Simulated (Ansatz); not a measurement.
A distorted cell of HfO2 (tetragonal-ZrO2 type, space group P4_2/nmc):

```
HfO2
1.0
    3.60482     0.00000     0.00000
    0.00000     3.60482     0.00000
    0.00000     0.00000     5.26502
Hf O
2 4
Direct
  0.00000   0.00000   0.00000
  0.50000   0.50000   0.50000
  0.00000   0.50000   0.19324
  0.00000   0.50000   0.75554
  0.50000   0.00000   0.30676
  0.50000   0.00000   0.80676
```

The numbers are results of PBE (plane waves to 420 eV, PAW, scalar-relativistic; Ansatz, an electronic-structure program), not measurements. k mesh 7×7×5 (Γ-centred), Fermi-Dirac smearing 0.05 eV. The energy includes the smearing's −TS. Compression counts positive. HfO2 is run without spin polarisation. HfO2 was relaxed with its symmetry unable to fall. Spin-orbit coupling is left out, though Hf is heavy. The PAW data are Ansatz's earlier set. This is a high-temperature form of HfO2.

### Question
What forces act on the atoms (eV/Å, Cartesian)?

### Answer
```json
[
 {"atom": "Hf1", "Fx": "0.000", "Fy": "0.000", "Fz": "-0.109"},
 {"atom": "Hf2", "Fx": "0.000", "Fy": "0.000", "Fz": "1.346"},
 {"atom": "O3", "Fx": "0.000", "Fy": "0.000", "Fz": "2.966"},
 {"atom": "O4", "Fx": "0.000", "Fy": "0.000", "Fz": "-4.082"},
 {"atom": "O5", "Fx": "0.000", "Fy": "0.000", "Fz": "0.415"},
 {"atom": "O6", "Fx": "0.000", "Fy": "0.000", "Fz": "-0.537"}
]
```

### Question
Give the stress tensor in GPa and the pressure.

### Answer
```
   -3.9      0.0      0.0
    0.0      5.4      0.0
    0.0      0.0     -2.6
```
The pressure, a third of the trace, is -0.4 GPa.

### Question
In it atom 4 sits (0.000, 0.000, 0.328) Å away from its relaxed site. What is its energy relative to the relaxed cell?

### Answer
677 meV/cell.

(A displaced cell: forces are minus the slopes of the energy, force constants its curvatures, and phonons follow from these.)
